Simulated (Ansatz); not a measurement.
## Cold compression of SrC2

```
CELL_PARAMETERS angstrom
-2.05481 2.05481 3.39071
2.05481 -2.05481 3.39071
2.05481 2.05481 -3.39071
ATOMIC_POSITIONS crystal
Sr 0.00000 0.00000 0.00000
C 0.40749 0.40749 0.00000
C 0.59251 0.59251 0.00000
```

The base volume is that of a database entry, with shape and atoms relaxed on PAW files at held volume, so it needn't be at zero pressure; the structure needn't be the stable phase, at rest or compressed.

Its volume is scaled, and at each volume shape and atoms are relaxed on PAW files; all methods then take that cell.

Computed with Ansatz 0.2.0; functional LDA, scalar-relativistic. Settings: a Γ-centred 12×12×12 k mesh, Fermi–Dirac smearing of 0.05 eV, no spin polarisation. Methods: LAPW: all electrons, basis error target 1 meV/atom; PAW: frozen-core files, cutoff 420 eV; norm-conserving: pseudopotentials, cutoff 1116 eV.

Energies are extrapolated to zero smearing and count from the unscaled cell; pressure is positive in compression; gaps take the mesh and a band path. No temperature or zero-point motion is included.

The PAW files were made under PBE. The structure type is held throughout; the real material can change phase at far lower pressure.

| V/V0 | V (Å³/atom) | P LAPW (GPa) | ΔE LAPW (eV/atom) | P PAW − LAPW (GPa) | ΔE PAW − LAPW (meV/atom) | gap (eV) | space group | shortest distance (Å) |
| --- | --- | --- | --- | --- | --- | --- | --- | --- |
| 1.00 | 19.09 | -3.55 | 0.000 | 0.00 | 0.0 | 1.53 | I4/mmm | 1.255 |
| 0.85 | 16.23 | 6.32 | 0.012 | 0.01 | -0.1 | 0.92 | I4/mmm | 1.247 |
| 0.70 | 13.36 | 30.3 | ? | 0.02 | 0.0 | 0.00 | I4/mmm | 1.237 |
| 0.60 | 11.45 | 62.7 | 0.844 | 0.00 | 0.1 | 0.00 | I4/mmm | ? |

**Question.** What belongs in the row "0.60", column "shortest distance (Å)"?

**Answer.** 1.232.

**Question.** What belongs in the row "0.70", column "ΔE LAPW (eV/atom)"?

**Answer.** 0.308.

**Question.** From the table, what is the rise of the enthalpy H = E + pV up to the last row, and how stiff is the crystal between the last two rows?

**Answer.** ΔH = 0.844 eV + (62.7 GPa × 11.45 Å³ + 3.55 GPa × 19.09 Å³) × 0.006242 eV/(GPa·Å³) = 5.75 eV/atom, of which pV makes 85 %. The mean bulk modulus there is −ΔP/Δln V = 210 GPa.

**Question.** At the smallest volume, how far does norm-conserving lie from LAPW in pressure?

**Answer.** norm-conserving: +0.38 GPa, on a LAPW pressure of 62.7 GPa.

**Question.** Where does the Kohn–Sham gap close?

**Answer.** Somewhere between the last gapped row above it and V/V0 = 0.70, where LAPW gives 30.3 GPa and no gap above the smearing width. Semilocal functionals tend to close gaps too early.
